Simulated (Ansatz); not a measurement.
WS2 in space group R3m (No. 160; W on 3a, S on 3a, S on 3a), the program Ansatz at the LDA level (PAW), all energies at zero smearing, with the estimated change up to a 700 eV cutoff added, with one set of potentials and settings (totals compare only within such a set). Cell of 3 atoms (1 W, 2 S): -11871.689 eV.

| element | reference phase | E (eV/atom) |
|---|---|---|
| W | Im-3m, 1 atoms in the cell | -10129.8416 |
| S | Fddd, 32 atoms in the cell | -869.4931 |

Formation energy per atom, worked out: (-11871.689 − 1×(-10129.8416) − 2×(-869.4931))/3 = -0.954 eV/atom (-92 kJ per mol of atoms), at 0 K, without zero-point energy or fitted corrections.

The workflow started from a Materials Project entry (that database holds measured and hypothetical structures alike); the Crystallography Open Database files this formula in space group No. 160, but the cells were not matched. It is not the phase usual at ambient conditions (space group No. 194). Symmetry was held in the LDA relaxation; of distortions, only those at the zone centre were tested. The run is not spin-polarised. A crystal of weakly bound layers computed without a dispersion correction: the cell and the soft elastic constants depend strongly on that. The references are the lowest solids computed at this level, not always the standard phases. Scalar-relativistic: spin–orbit coupling is off unless named, which matters more the heavier the elements.

Potentials: the later of the program's two PAW sets.
